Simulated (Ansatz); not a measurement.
TiNi3:
```yaml
crystal:
  lattice:
    - [5.05473, 0.00000, 0.00000]
    - [-2.52736, 4.37752, 0.00000]
    - [0.00000, 0.00000, 4.12325]
  atoms:
    - { symbol: Ni, position: [0.83827, 0.67654, 0.25000] }
    - { symbol: Ni, position: [0.16173, 0.83827, 0.75000] }
    - { symbol: Ni, position: [0.32346, 0.16173, 0.25000] }
    - { symbol: Ni, position: [0.16173, 0.32346, 0.75000] }
    - { symbol: Ni, position: [0.83827, 0.16173, 0.25000] }
    - { symbol: Ni, position: [0.67654, 0.83827, 0.75000] }
    - { symbol: Ti, position: [0.33333, 0.66667, 0.25000] }
    - { symbol: Ti, position: [0.66667, 0.33333, 0.75000] }
```

Relaxed with r²SCAN.

Problem. Give the Bader charges and basin volumes of the independent atoms, DFT-r²SCAN in the program Ansatz with PAW potentials.

Solution. 

```json
[
 {"atom": "Ni1", "Bader charge (e)": "-0.49", "Bader volume (Å³)": "12.2"},
 {"atom": "Ti7", "Bader charge (e)": "+1.46", "Bader volume (Å³)": "8.9"}
]
```

Space group P6_3/mmc. The start of the workflow was typed in or built on a structure type; the Crystallography Open Database files this formula in space group No. 194, but the cells were not matched. Its standing as an ambient phase is unchecked. Symmetry was held in the r²SCAN relaxation; whether a distortion lowers the energy is not shown. The workflow began spin-polarised and lost its moments.

Potentials: the earlier of the program's two PAW sets. The files were generated under PBE; for other functionals the program regenerates the frozen cores, and for LDA and PBEsol the local potential too.
